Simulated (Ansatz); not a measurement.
Task: Name crystals whose computed values (plane-wave PAW r²SCAN (Ansatz code)) fall in these windows: Θ_D (K) 1300 to 1900; HSE06 gap (eV) 1.7 to 2.5.

Result: 

| crystal | Θ_D (K) | HSE06 gap (eV) |
|---|---|---|
| B, α-B12 | 1550 | 2.10 |
Others may fit too.

The cell was relaxed under the symmetry of its start.

Potentials: the later of the program's two PAW sets.
